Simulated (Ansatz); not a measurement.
Two states of ZrMnF6

```
F Zr Mn
1.0
     0.00000    4.06981    4.06981
     4.06981    0.00000    4.06981
     4.06981    4.06981    0.00000
F Zr Mn
6 1 1
Direct
  0.24575 0.75425 0.24575
  0.24575 0.75425 0.75425
  0.75425 0.24575 0.75425
  0.75425 0.24575 0.24575
  0.24575 0.24575 0.75425
  0.75425 0.75425 0.24575
  0.00000 0.00000 0.00000
  0.50000 0.50000 0.50000
```

Single point in Ansatz 0.2.0 with r2SCAN, with U_eff = 6.12 eV on Mn d (all-electron-ortho-atomic projectors). Cutoff 500 eV, PAW datasets, 5×5×5 Γ-centred k mesh, fermi-dirac filling (width 0.1 eV). The cell carries a charge of -1 e on a uniform background.

State A: Zr7 up, Mn8 up (collinear spin). State B: Zr7 down, Mn8 up (collinear spin).

Which state is lower, and how do they differ?

State B is lower by 15.3 meV an atom at zero smearing; in free energy at this smearing B lies -8.9 meV an atom from A.

| state | free energy (meV/atom) | largest moment in a small sphere (μB) | net moment (μB/cell) | gap on mesh (eV) | pressure (GPa) | largest force (eV/Å) |
| --- | --- | --- | --- | --- | --- | --- |
| A | 8.9 | 4.27 | 5.79 | metal | n/a | 1.18 |
| B | 0.0 | 4.26 | 4.24 | metal | n/a | 1.59 |

Origin: a known structure type with other elements, at an estimated volume, so it need not be a known compound. Caveats: another magnetic order, which this cell may not hold, can open a gap; atoms or cell far from equilibrium; charged cell with a uniform background.
